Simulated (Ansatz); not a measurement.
Si₃N₄: excitons and shallow donors from band masses and screening

The calculation used DFT PBE, scalar-relativistic, plane waves, PAW (Ansatz 0.2.0).

Settings: cutoff 420 eV, Γ-centred mesh 6×6×6 on the computed 14-atom cell, Gaussian smearing of 0.02 eV; no spin polarisation.

Relaxed cell: Fd-3m, a = 7.789 Å, b = 7.789 Å, c = 7.789 Å, α = 90.00°, β = 90.00°, γ = 90.00°, 14 atoms in the primitive cell. This form isn't the usual stable structure of the compound.

The calculation gives a Kohn–Sham gap of 3.34 eV, an electron mass of 0.384 mₑ and a hole mass of 0.71 mₑ (harmonic means over x, y, z and over the bands degenerate at each edge), and ε∞ = 5.46 (independent particles, mean of the diagonal).

Question: Estimate the binding energy and radius of a Wannier–Mott exciton and of a shallow donor, and say whether the hydrogenic model can hold.

Answer: The reduced mass is μ = mₙmₕ/(mₙ + mₕ) = 0.249 mₑ, with mₙ and mₕ the band masses. With E_b = 13.606 eV × μ/ε² and a = 0.529 Å × ε/μ (μ in mₑ) the exciton has E_b = 114 meV and a = 11.6 Å. For a donor μ is the electron mass: 175 meV and 7.5 Å. The radius isn't large against the shortest lattice vector (5.51 Å), so the continuum picture is doubtful and the numbers are only a scale. In a polar crystal the ions screen too, so a state bound more weakly than an optical phonon feels the larger static constant, which lowers the energy and widens the orbit. The other way, the small Kohn–Sham gap and the missing local fields make ε∞ too large and the masses tend to be too light, which underbinds. The edges lie at different points of the zone, so the exciton is indirect.